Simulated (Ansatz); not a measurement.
The start is a randomly generated symmetric cell of Au (space group No. 71). The structure is fully relaxed (lattice and positions, P = 0) with r2SCAN (plane waves to 500 eV, PAW, scalar-relativistic; Ansatz, an electronic-structure program). The first steps use a coarse 14×14×14 k-mesh.

Input geometry:
```yaml
crystal:
  lattice:
    - [-1.54625, 1.69519, 1.70700]
    - [1.54625, -1.69519, 1.70700]
    - [1.54625, 1.69519, -1.70700]
  atoms:
    - { symbol: Au, position: [0.50000, 0.50000, 0.00000] }
```

**Question.** Does the structure survive the relaxation? Give the final space group.

**Answer.** The space group goes from Immm (No. 71) to Fm-3m (No. 225); the end is fcc (Cu type), with 1 atom in the primitive cell.

**Question.** By how much does the energy per atom fall from start to end?

**Answer.** 0.02 eV/atom.

**Question.** How does the volume change?

**Answer.** -2.0 %, from 17.90 to 17.53 Å³/atom.

**Question.** What does it relax into? Give the structure.

**Answer.** 
Space group Fm-3m (No. 225); a = b = c = 4.1239 Å, α = β = γ = 90.00°

| atom | site | symmetry | x | y | z |
|---|---|---|---|---|---|
| Au | 4b | m-3m | 0.5000 | 0.5000 | 0.5000 |
(The calculation used a cell of 1 atom; values per cell refer to that cell.)

Final values are on a 19×19×19 k-mesh of the relaxed cell. No spin polarisation in the result.

The run could not lose the symmetry of its start.
